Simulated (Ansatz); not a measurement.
Geometry optimisation in Ansatz: input, command and trajectory.

```yaml
crystal:
  lattice:
    - [4.7057785229, 0.0, 0.0]
    - [2.1661291441, 4.37728974, 0.0]
    - [-0.233563985, -1.1039176387, 2.7153551659]
  atoms:
    - { symbol: Sr, position: [0.1158326043, 0.2317543826, 0.4444433426] }
    - { symbol: C, position: [0.31806637, 0.7561781047, 0.5988443216] }
    - { symbol: C, position: [0.7695171151, 0.9080164835, 0.403899356] }
    - { symbol: C, position: [0.3568966862, 0.4731067936, 0.8380145825] }
basis:
  ecutwfc: 420
kpoints:
  mp_grid: { grid: [4, 4, 6] }
hamiltonian:
  xc: pbe
scf:
  occupations: { method: gaussian, width: 0.1 }
  lower_state_search: "off"
output:
  forces: true
  stress: true
  eigenvalues: true
relax:
  adjacent_minimum: "off"
  f_tol: 0.04
  max_steps: 70
  cell: { stress_tol: 0.4 }
```

```bash
ansatz run input.yaml --threads 1 --pin off --max-ram 2560MiB --backend cpu --events-out ev --progress --plain --runs-dir out
```

The calculation used DFT PBE, scalar-relativistic, plane waves, PAW in Ansatz.

Of 25 frames 10 are shown, positions in Å and forces in eV/Å; the SCF threshold varies from step to step. Steps run on the plane waves of an earlier cell, with a Pulay correction in the pressure. The basis is chosen afresh for the last frame, the zero of the energies, and at times for earlier ones too; energy and pressure step there, also at an unchanged geometry. Here that happened at step 21 (-5 meV/atom, 0.4 GPa); the frames before carry an error of that size. The mark taken_back stands on steps that the optimiser undid.

```xyz
4
Lattice="4.7058 0.0000 0.0000 2.1661 4.3773 0.0000 -0.2336 -1.1039 2.7154" Properties=species:S:1:pos:R:3:forces:R:3 pbc="T T T" step=1 free_energy_over_end_meV_per_atom=2276.96 pressure_GPa=3.00
Sr    0.9433    0.5238    1.2068   -5.4929    0.9133   -4.0965
C     2.9949    2.6489    1.6261   -2.3056   -6.5507   -0.9476
C     5.4937    3.5288    1.0967    0.3944    0.0223    1.0687
C     2.5086    1.1458    2.2755    7.4042    5.6151    3.9753
4
Lattice="4.6894 0.2234 0.1705 2.3664 4.2207 0.0311 -0.1868 -1.0790 2.4874" Properties=species:S:1:pos:R:3:forces:R:3 pbc="T T T" step=4 free_energy_over_end_meV_per_atom=731.92 pressure_GPa=-5.83
Sr    0.8301    0.7229    0.9289   -0.3083    0.2915   -0.5808
C     2.9861    2.2820    1.2875   -0.1877   -0.0574    0.0802
C     5.7075    3.6778    1.4997   -0.6859    1.4520    1.4767
C     2.9725    1.1992    2.3079    1.1821   -1.6861   -0.9760
4
Lattice="4.8788 0.3912 0.2587 2.6097 3.9909 0.0002 -0.1846 -1.0542 2.4390" Properties=species:S:1:pos:R:3:forces:R:3 pbc="T T T" step=6 free_energy_over_end_meV_per_atom=547.06 pressure_GPa=23.52 taken_back
Sr    0.9014    0.7476    0.8399    0.3710    0.2838    0.1207
C     3.2067    2.1132    1.2416    0.5640    2.1192    0.4562
C     6.0019    3.8268    1.7073    0.6630   -9.7812   -4.1013
C     3.2630    0.9683    2.1889   -1.5980    7.3782    3.5243
4
Lattice="4.9758 0.5442 0.3296 2.7966 4.0676 0.0453 -0.1844 -1.0557 2.4804" Properties=species:S:1:pos:R:3:forces:R:3 pbc="T T T" step=9 free_energy_over_end_meV_per_atom=293.84 pressure_GPa=-0.23
Sr    1.0086    0.8070    0.8934    0.0630    0.0809   -0.0072
C     3.3274    2.2990    1.3274   -0.2170    0.1762   -0.1174
C     6.2947    3.8676    1.7892    0.1039   -0.4529   -0.0881
C     3.3371    1.0994    2.2798    0.0501    0.1957    0.2127
4
Lattice="4.9525 1.1515 0.5023 3.3508 4.3274 0.1572 -0.2261 -1.0607 2.5045" Properties=species:S:1:pos:R:3:forces:R:3 pbc="T T T" step=12 free_energy_over_end_meV_per_atom=276.15 pressure_GPa=13.59 taken_back
Sr    1.3026    0.9473    0.9295   -0.1587   -0.4562   -0.1733
C     3.2145    2.6380    1.3930    4.0770   -3.1237   -0.3652
C     7.1060    4.5076    2.0842   -4.6353    5.0981    1.7126
C     3.5261    1.5316    2.4727    0.7169   -1.5182   -1.1741
4
Lattice="4.8205 0.9021 0.4114 3.0580 4.2593 0.1529 -0.2135 -1.0368 2.5148" Properties=species:S:1:pos:R:3:forces:R:3 pbc="T T T" step=14 free_energy_over_end_meV_per_atom=47.47 pressure_GPa=-3.60
Sr    1.1636    0.8612    0.9004   -0.0962   -0.3008   -0.1794
C     3.0382    2.5488    1.3791   -0.0253    0.3277    0.4753
C     6.7096    4.3153    2.0499    0.3049    0.4121    0.1965
C     3.3668    1.4034    2.4217   -0.1834   -0.4391   -0.4924
4
Lattice="4.5157 0.8308 0.5199 2.8514 4.2811 0.2760 -0.1190 -1.0017 2.5737" Properties=species:S:1:pos:R:3:forces:R:3 pbc="T T T" step=17 free_energy_over_end_meV_per_atom=6.36 pressure_GPa=0.23
Sr    1.1650    0.7638    0.7915    0.0157    0.0420   -0.0065
C     2.8485    2.5973    1.5509   -0.1090    0.1031    0.0989
C     6.3545    4.3828    2.3990    0.0851   -0.0436   -0.0497
C     3.1612    1.4055    2.6053    0.0081   -0.1016   -0.0426
4
Lattice="4.5255 0.8271 0.5230 2.8525 4.2644 0.2786 -0.1169 -0.9970 2.5851" Properties=species:S:1:pos:R:3:forces:R:3 pbc="T T T" step=20 free_energy_over_end_meV_per_atom=5.76 pressure_GPa=-0.01
Sr    1.1601    0.7787    0.7975    0.0024    0.0038    0.0007
C     2.8560    2.5852    1.5668    0.0126   -0.0050   -0.0276
C     6.3683    4.3594    2.4068   -0.0104    0.0054   -0.0030
C     3.1676    1.3916    2.6125   -0.0045   -0.0042    0.0299
4
Lattice="4.5397 0.8402 0.5370 2.8713 4.2798 0.2930 -0.1126 -0.9951 2.5877" Properties=species:S:1:pos:R:3:forces:R:3 pbc="T T T" step=22 free_energy_over_end_meV_per_atom=0.28 pressure_GPa=-0.13
Sr    1.1658    0.7808    0.7977    0.0429    0.0230    0.0213
C     2.8724    2.5985    1.5798   -0.0231   -0.0038   -0.0074
C     6.4073    4.3919    2.4374   -0.0208    0.0052    0.0084
C     3.1828    1.4050    2.6305    0.0009   -0.0243   -0.0223
4
Lattice="4.5358 0.8469 0.5402 2.8757 4.2895 0.2997 -0.1121 -0.9939 2.5864" Properties=species:S:1:pos:R:3:forces:R:3 pbc="T T T" step=25 free_energy_over_end_meV_per_atom=0.00 pressure_GPa=-0.04
Sr    1.1699    0.7840    0.8016    0.0115    0.0108    0.0058
C     2.8734    2.6064    1.5834    0.0022   -0.0131   -0.0008
C     6.4091    4.4093    2.4466   -0.0176    0.0082    0.0048
C     3.1815    1.4127    2.6317    0.0040   -0.0059   -0.0098
```

The start is a random arrangement. At the end the space group is Cm (tolerance 0.05 Å).

Time: 2.7 min on 1 thread of Arm Neoverse V1 (shared host), peak memory 0.35 GiB.

The k mesh is coarse.